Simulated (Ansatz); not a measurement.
**Calculated with Ansatz: LaBr, relaxation**

Input:

```yaml
crystal:
  lattice:
    - [4.246799, 0.0, 0.0]
    - [-2.123399, 3.67784, 0.0]
    - [-2.123399, 1.225947, 9.521986]
  atoms:
    - { symbol: La, position: [0.22101, 0.77899, 0.66303] }
    - { symbol: La, position: [0.77899, 0.22101, 0.33697] }
    - { symbol: Br, position: [0.3843, 0.6157, 0.1529] }
    - { symbol: Br, position: [0.6157, 0.3843, 0.8471] }
  symmetry: { tolerance: 0.0003 }
kpoints:
  mp_grid: { grid: [7, 7, 7], shift: [0, 0, 0] }
magnetization:
  spin_polarized: false
scf:
  occupations: { method: cold, width: 0.0111 }
  lower_state_search: "off"
hamiltonian:
  pseudopotentials: { kind: paw }
  xc: r2scan
basis:
  ecutwfc: 500
  fft_grid_basis: typed
relax:
  max_steps: 60
  cell: { p_target: 0.0 }
output:
  forces: true
  stress: true
  eigenvalues: true
  bader: true
  populations: true
  elf: true
  write_potential: true
  volumetric_format: npy
  dos:
    e_range: [-12, 8]
    de: 0.05
    projected: { site_lists: { Br: [Br], La: [La] } }
  write_density: true
checkpoint:
  read: saved_state
```

Launch command:

```bash
ansatz run input.yaml --threads 2 --pin off --max-ram 2560MiB --backend cpu --events-out ev --progress --plain --runs-dir out
```

Origin of the cell: a known structure type with other elements, at an estimated volume, so it need not be a known compound.

The saved state is a converged single point of the same cell.

Output (shortened):

```
Warning: crystal.lattice misses the space group found at crystal.symmetry.tolerance 3.0e-4 in a digit that the deck types, which is why this is a warning: making the lattice exact moves one o […]
La: projections on atomic orbitals take those of the free atom [Kr 4d10] 4f0 5s2 5p6 5d1 6s2, of charge +0.00 (hamiltonian.pseudopotentials.projection_atoms); the dataset's partial waves leav […]
Pseudopotentials: kind: paw
Pseudopotential: La, paw, valence charge 11, recommended cutoff 500 eV (meta_gga), La.paw.azcp
Pseudopotential: Br, paw, valence charge 7, recommended cutoff 500 eV (meta_gga), Br.paw.azcp
Functional definition: r2SCAN
  exchange = r2scan_x(k0 = k0, k1 = k1, a1 = a1)
  correlation = r2scan_c
Crystal: 4 atoms, lattice volume = 148.724 Å³
Basis set: ecut = 500 eV, 3761 PW (Γ), exchange–correlation on 128×128×288 points (64 copies of the dense FFT grid, shifted against one another)
Bands: 22, of which v1, the nominal top of the filled ones, is band 18 counted from 1 (17 counted from 0)
[… 10 lines left out …]
Initial density: read from a saved state, or passed on in memory by an earlier SCF of this step, an earlier step, the calling program or the single point that the run made first
Functional: x = r2scan, c = r2scan; τ floored in thin density (d = 2e-4 eV/Å³)
SCF iter   1: F=—  HF=-18120.510388 eV  Δρ=5.72e-4  dr2=1.02e-4  dr2_τ=4.16e-4
SCF iter   2: F=—  HF=-18120.510573 eV  S|Δr|=    0.00e0  Δρ=1.06e-4  dr2=5.00e-5  dr2_τ=1.27e-6
SCF iter   3: F=—  HF=-18120.510663 eV  S|Δr|=    0.00e0  Δρ=6.79e-5  dr2=2.52e-5  dr2_τ=5.50e-7
SCF iter   4: F=—  HF=-18120.510658 eV  S|Δr|=    0.00e0  Δρ=2.57e-5  dr2=2.20e-6  dr2_τ=1.21e-7
SCF iter   5: F=—  HF=-18120.510658 eV  S|Δr|=    0.00e0  Δρ=8.51e-6  dr2=2.41e-7  dr2_τ=2.48e-8
SCF iter   6: F=-18120.510658 eV  HF=-18120.510658 eV  S|Δr|=    0.00e0  Δρ=1.90e-6  dr2=6.27e-9  dr2_τ=3.94e-10
relax step   1: F+E_penalty+E_count = -18120.510658 eV  Δ(F+E_penalty+E_count) = +0.000e0 eV  max|allowed force component| = 8.015e-1 eV/Å  Δτ_max = 0.0000 Å  P = +0.464 GPa  Ω = 148.724 Å³ […]
relax step   2: F+E_penalty+E_count = -18120.559515 eV  Δ(F+E_penalty+E_count) = -4.886e-2 eV  max|allowed force component| = 6.035e-1 eV/Å  Δτ_max = 0.1944 Å  P = -0.875 GPa  Ω = 144.790 Å³ […]
relax step   3: F+E_penalty+E_count = -18120.642435 eV  Δ(F+E_penalty+E_count) = -8.292e-2 eV  max|allowed force component| = 5.161e-2 eV/Å  Δτ_max = 0.0587 Å  P = +0.567 GPa  Ω = 143.078 Å³ […]
relax step   4: F+E_penalty+E_count = -18120.656462 eV  Δ(F+E_penalty+E_count) = -1.403e-2 eV  max|allowed force component| = 1.423e-1 eV/Å  Δτ_max = 0.0491 Å  P = +0.363 GPa  Ω = 146.958 Å³ […]
relax step   5: F+E_penalty+E_count = -18120.662291 eV  Δ(F+E_penalty+E_count) = -5.829e-3 eV  max|allowed force component| = 2.842e-2 eV/Å  Δτ_max = 0.0327 Å  P = +0.182 GPa  Ω = 148.477 Å³ […]
relax step   6: F+E_penalty+E_count = -18120.663016 eV  Δ(F+E_penalty+E_count) = -7.250e-4 eV  max|allowed force component| = 5.269e-3 eV/Å  Δτ_max = 0.0097 Å  P = +0.016 GPa  Ω = 149.666 Å³ […]
relax step   7: F+E_penalty+E_count = -18120.663023 eV  Δ(F+E_penalty+E_count) = -7.037e-6 eV  max|allowed force component| = 4.229e-3 eV/Å  Δτ_max = 0.0067 Å  P = -0.007 GPa  Ω = 150.017 Å³ […]
relax step   8: F+E_penalty+E_count = -18120.663429 eV  Δ(F+E_penalty+E_count) = -4.062e-4 eV  max|allowed force component| = 4.236e-3 eV/Å  Δτ_max = 0.0000 Å  P = -0.008 GPa  Ω = 150.017 Å³  stress off target by 1.41e-2 GPa […]
SCF 8 converged in 7 iterations: F = -18120.663429 eV  dr2 = 1.22e-11
basis re-selected at this cell: Δ(F+E_penalty+E_count) = -4.062e-4 eV, ΔP = -0.000 GPa vs the last step (what re-selecting the basis moved, of the pressure what is left beyond the Pulay corre […]
SCF converged after 7 iterations
Stability not checked: this state was not tested for a lower state beside it, because cold or Methfessel-Paxton smearing, or corrected tetrahedra, fill the levels in a way that the test cannot read (fill_not_monotonic; […]
Free energy (F): -18120.663429 eV
Harris-Foulkes:  -18120.663429 eV  (|F-HF|=7.28e-12)
Internal energy: -18120.663094 eV  (E = F + TS)
E sigma→0 (E₀):  -18120.663317 eV
Entropy (-TS):   -0.000335 eV (-0.084 meV/atom)
Fermi energy:    7.200213 eV
--- Per-component energies (eV) ---
  E_band       = -213.739958
  E_kinetic    = 649.313104
  E_local      = -1453.423224  (includes V_loc(G=0)·N_el)
  E_nonlocal   = 327.541653
  E_hartree    = 464.705882
  E_xc         = -764.298699
  E_vxc        = -547.226202  (∫ρ·V_xc dr)
  E_paw        = -15415.552554  (= ΣΔE_a)
  E_vpaw       = -146.989468  (= ΣTr[D̂ρ^β])
  E_aug_tail   = -0.000000  (compensation charges beyond the density's cutoff)
  E_vtau       = 27.632457  (kinetic-family band-sum trace: ∫τ·v_τ [+ j·A + Jᵃ·Aᵃ] dr)
  E_ewald      = -1928.769894
  E_core_change = -0.179363  (= ΣΔE_core)
  E_smearing   = -0.000335  (= −TS)
  Σ components = -18120.663429   (vs F -18120.663429, Δ=0.00e0)
--- Forces (eV/Å), atoms counted from 1 ---
  atom   1  La     0.000000     0.000000     0.004236
  atom   2  La    -0.000000    -0.000000    -0.004236
  atom   3  Br     0.000000     0.000000     0.002094
  atom   4  Br    -0.000000    -0.000000    -0.002094
  max |Σ_I F_I| component: 9.25e-18 eV/Å
--- Stress (GPa, compression-positive) ---
       -0.014134       0.000000       0.000000
        0.000000      -0.014134       0.000000
        0.000000       0.000000       0.005726
  P = ⅓ Tr σ = -0.0075 GPa (-0.075 kbar)
--- Relaxed structure (7 steps of the walk, 7 accepted, 1 SCFs on fresh bases) ---
  F+E_penalty+E_count = -18120.663429 eV   max|allowed force component| = 4.236e-3 eV/Å   (the final SCF, on the basis selected at the relaxed cell)
  cell:  # Å, volume = 150.0168 Å³
    - [4.115909, -2.797e-7, -7.204e-8]
    - [-2.057954, 3.564482, -2.636e-8]
    - [-2.057954, 1.188161, 10.225341]
  atoms:
    - { symbol: La, position: [0.215239, 0.784761, 0.645717] }
    - { symbol: La, position: [0.784761, 0.215239, 0.354283] }
    - { symbol: Br, position: [0.388049, 0.611951, 0.164146] }
    - { symbol: Br, position: [0.611951, 0.388049, 0.835854] }
--- Löwdin populations: 4 sites ---
  site symbol       q [e]
     0     La     10.7720
     1     La     10.7720
     2     Br      7.1534
     3     Br      7.1534
  spilling = 0.004146 (of n_electrons = 36.000000)
--- Bader charges: 4 sites ---
  site symbol  charge [e]  shift [e] shared [e]
     0     La      0.8143     0.0000     0.7267
     1     La      0.8141     0.0000     0.7264
     2     Br     -0.7245     0.0000    -0.7266
     3     Br     -0.7245     0.0000    -0.7266
  maxima off the nuclei: 1, with 0.1793 electrons
  on the straight line to a nucleus their density falls by 1.6e-2 of itself; PAW files or a low cutoff
  can make one that falls by little (a run on other files and one at a higher cutoff tell): if they did, read the shared
  charge, to which what the maxima have on the atom's side is counted
  estimated error of the sums over rays = 7.9e-4 e
```

Before:

Space group R-3m (No. 166); the run's cell has a = 4.247 Å, b = 4.247 Å, c = 9.833 Å, α = 77.53°, β = 102.47°, γ = 120.00°. Shortest distances: Br–La 3.01 Å.

After:

Space group R-3m (No. 166); the run's cell has a = 4.116 Å, b = 4.116 Å, c = 10.498 Å, α = 78.69°, β = 101.31°, γ = 120.00°. Shortest distances: Br–La 3.07 Å.

```yaml
Free_energy_lowered_by: 38.2 meV/atom
Volume_change: 0.87 %
Final_pressure: -0.01 GPa
Relaxation_steps_listed: 8
Formation_energy_elements_under_the_same_functional_gases_as_molecules_uncorrected: -1.398 eV/atom
```

Caveats: no spin-orbit coupling, though heavy elements are present; the relaxation held the start's symmetry, so the end may be a saddle point.

It ran for 170 s of wall time on 2 CPU thread(s) of a shared host, from a saved density.
